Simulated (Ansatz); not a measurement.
Here is the system:

ReC:
Space group Pm-3m (No. 221); a = 4.1255 Å, b = 4.1255 Å, c = 4.1255 Å, α = 90.00°, β = 90.00°, γ = 90.00°

```
atom  site  symmetry       x       y       z
----  ----  --------  ------  ------  ------
Re      3c    4/mm.m  0.0000  0.5000  0.5000
C       3d    4/mm.m  0.0000  0.0000  0.5000
```

This is the PBE-relaxed structure.

### Question
All from PBE (plane waves, PAW; program Ansatz), unless another level is named. Predict the electronic character.

### Answer
metallic (no gap).

### Question
Next, the formation energy from the elements (no fitted shifts)?

### Answer
0.60 eV/atom.

### Question
What about the density of states at the Fermi level?

### Answer
0.48 states/eV per atom (mean over ±0.08 eV).

### Question
Give the gap with spin–orbit coupling.

### Answer
none (metallic).

The start of the workflow was typed in or built on a structure type; neither database checked (COD, Materials Project) lists it. Whether it is the stable phase at ambient conditions was not checked. Symmetry was held in the PBE relaxation; its stability against distortions is not shown here. No spin polarisation was allowed. Its formation energy is positive at this level, so the cell may be metastable or incomplete. The references are the lowest solids computed at this level, not always the standard phases. Scalar-relativistic: spin–orbit coupling is off unless named, which matters more the heavier the elements.

Potentials: the earlier of the program's two PAW sets.
